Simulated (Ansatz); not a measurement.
## Si3N4 — quadrupolar parameters

The cell is an entry of the Crystallography Open Database (COD; perhaps a calculated or model structure), ions relaxed with PBE at fixed cell.

Space group P6_3/m (No. 176); a = 7.6044, c = 2.9063 Å, γ = 120.00°.

```
site  Wyckoff  site symmetry       x       y       z
  Si       6h            m..  0.7680  0.1741  0.2500
  N7       6h            m..  0.0300  0.3299  0.2500
 N13       2d           -6..  0.6667  0.3333  0.2500
```

One atom of each set is listed.

Computed with Ansatz: DFT, r2SCAN, plane waves and PAW (field gradients read without the response of the frozen cores, which leaves them typically 4 to 6 % off), scalar-relativistic, 500 eV cutoff, Γ-centred 4×4×10 k-points, Fermi–Dirac smearing 0.02 eV.

V_zz is the principal component of the electric field gradient with the largest magnitude, η = (V_xx − V_yy)/V_zz and C_Q = eQV_zz/h.

14N: I = 1, Q = 20.44 mb. Nuclear quadrupole moments: year-2017 set (Pyykkö).

```csv
site,atoms,first shell,V_zz (10²¹ V/m²),η,C_Q (MHz)
Si,6,4 N at 1.73–1.74 Å,0.90,0.23,–
N7,6,3 Si at 1.74 Å,-5.15,0.07,-2.55
N13,2,3 Si at 1.73 Å,-5.20,0.00,-2.57
```

An axis of threefold or higher order runs through N13, so V_zz lies along it and η is zero. At N7 V_zz stands upright on the plane through its three neighbours (within 3°).

Si has no stable isotope with a ground-state quadrupole moment in the table, so no C_Q is given.

The run took 13 s of wall time (13 s of CPU time) and 0.89 GiB at its peak, on 1 thread of Intel Xeon 6975P-C (Granite Rapids) (x86_64; 16 cores open to the job, memory cap 3.0 GiB, no GPU), a shared host with a load of 0.4 a core.
